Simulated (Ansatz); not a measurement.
Input:

WSe2:
```xyz
6
Lattice="5.6622 0.0000 0.0000 0.0000 6.3662 0.0000 0.0000 0.0000 3.3001" Properties=species:S:1:pos:R:3 pbc="T T T"
W      0.0000     0.0000     0.0000
W      2.8311     3.1831     1.6500
Se     1.1383     2.2511     0.0000
Se     3.9694     0.9320     1.6500
Se     1.6927     5.4342     1.6500
Se     4.5238     4.1151     0.0000
```

This is the PBE-relaxed structure.

Q: All from DFT-PBE in the program Ansatz with PAW potentials, unless another level is named. Give the electronic character.

A: metallic (no gap).

Q: What about the formation energy from the elements (no fitted shifts)?

A: -0.15 eV/atom.

Q: Next, the density of states at the Fermi level?

A: 0.44 states/eV per atom (mean over ±0.08 eV).

Space group Pnnm. A made-up cell: these elements were put on the sites of a structure type; neither database checked (COD, Materials Project) lists it. It is not the phase usual at ambient conditions (space group No. 194). The cell was relaxed with PBE under the symmetry of its start; its stability against distortions is not shown here. The run is not spin-polarised. The references are the lowest solids computed at this level, not always the standard phases. Scalar-relativistic: spin–orbit coupling is off unless named, which matters more the heavier the elements.

Potentials: the later of the program's two PAW sets.
